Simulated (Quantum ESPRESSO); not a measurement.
ZrMo6Zn, a guest atom moved from site to site

A calculation, not a measurement. The program is pw.x of Quantum ESPRESSO 7.5 (plane-wave density functional theory). The cell is made up: eight metal atoms on a face-centred cubic lattice, with elements, volume, strain and displacements drawn at random and not relaxed, so it may be unstable or far from any real phase. PseudoDojo standard norm-conserving files set the functional (PBE unless stated); there is no spin polarisation or spin-orbit coupling, the Fermi-Dirac width of 0.25 eV means electrons at about 2900 K, and the masses in the input are unused placeholders. A spin test at this wide smearing found no moment, but such smearing suppresses magnetism that the real alloy may have.

The runs move one Zr atom among sites that otherwise hold Mo. Cell, positions, cutoff, mesh and smearing stay as in the input of run 1; sites are counted in its order. Stress in the tables is positive in tension.

Input of run 1:

```
&control calculation='scf', pseudo_dir='./dojo.nc.sr.pbe.v0_5.standard.upf', outdir='./o', disk_io='minimal', tprnfor=.true., tstress=.true. /
&system ibrav=0, nat=8, ntyp=3, nbnd=75, ecutwfc=84.00895049, nosym=.true., tot_charge=0,
 occupations='smearing', smearing='fd', degauss=0.0183746611
/
&electrons conv_thr=1.470e-08, electron_maxstep=70, mixing_beta=0.5 /
ATOMIC_SPECIES
Mo 1.0 Mo.upf
Zn 1.0 Zn.upf
Zr 1.0 Zr.upf
CELL_PARAMETERS angstrom
2.0125 3.9201 1.9442
-0.0817 4.0413 -4.0493
-4.0605 3.9996 -0.1234
ATOMIC_POSITIONS angstrom
Zr -0.0652 -0.0383 0.0269
Mo -1.962 2.1242 0.0695
Mo -0.0481 2.0028 -2.0141
Zn -2.0731 4.0111 -2.0727
Mo 0.0544 4.0087 -0.0887
Mo -2.1243 5.9 -0.1514
Mo -0.0582 5.9236 -2.0895
Mo -2.0157 8.0617 -2.1743
K_POINTS automatic
5 5 5 1 1 1
```

| run | elements on sites 1 to 8 | free energy less that of run 1 (eV) | -TS (eV) | pressure (GPa) | stress xx (GPa) | stress yy (GPa) | stress zz (GPa) | stress yz (GPa) | stress xz (GPa) | stress xy (GPa) | iterations |
| --- | --- | --- | --- | --- | --- | --- | --- | --- | --- | --- | --- |
| 1 | Zr Mo Mo Zn Mo Mo Mo Mo | 0.000 | -1.751 | 9.70 | -10.53 | -8.74 | -9.83 | -1.89 | 0.22 | -1.11 | 17 |
| 2 | Mo Zr Mo Zn Mo Mo Mo Mo | -0.232 | -1.722 | 8.89 | -10.56 | -7.39 | -8.73 | -1.38 | 0.61 | -1.19 | 18 |
| 3 | Mo Mo Zr Zn Mo Mo Mo Mo | -0.108 | -1.734 | 9.13 | -9.64 | -7.45 | -10.32 | -2.12 | 0.55 | -0.43 | 17 |
| 4 | Mo Mo Mo Zn Mo Mo Mo Zr | 0.024 | -1.719 | 9.13 | -9.12 | -8.92 | -9.35 | -2.35 | 0.38 | -0.67 | 18 |

Forces Fx Fy Fz (eV/Å):

| site | run 1 | run 2 | run 3 | run 4 |
| --- | --- | --- | --- | --- |
| 1 | 0.30 -0.42 -0.35 | 0.18 -0.23 -0.24 | 0.18 -0.25 -0.44 | -0.05 -0.37 -0.69 |
| 2 | -0.30 -0.18 -0.35 | -0.65 -0.36 -1.03 | -0.35 0.03 -0.56 | -0.01 -0.32 -1.02 |
| 3 | 0.01 0.14 0.28 | -0.05 0.13 0.15 | 0.00 0.45 0.33 | -0.24 0.58 0.81 |
| 4 | -0.30 -0.34 0.12 | -0.25 -0.34 -0.02 | -0.24 -0.33 0.02 | 0.08 -0.30 0.36 |
| 5 | -1.09 0.03 -0.90 | 0.04 0.23 -0.53 | -0.94 -0.08 0.34 | -0.59 -0.03 -0.36 |
| 6 | 0.83 0.44 -0.45 | 0.16 0.22 -0.47 | 1.27 0.56 0.72 | 0.39 0.54 -0.29 |
| 7 | -0.59 0.46 0.65 | 0.44 0.42 0.98 | -0.86 0.21 -0.31 | -0.42 0.28 0.27 |
| 8 | 1.14 -0.13 1.00 | 0.13 -0.07 1.16 | 0.94 -0.59 -0.10 | 0.85 -0.38 0.92 |

The sites are displaced and not relaxed, so the energy differences hold strain from misfit and are not ordering energies. A rerun of one cell of this series at a higher cutoff and on a denser mesh moved values by no more than 0.006 eV in energy, 0.05 GPa in stress and 0.010 eV/Å in force, and a second program with other atomic files agreed on that cell to 2 % rms in force and 0.5 GPa in pressure.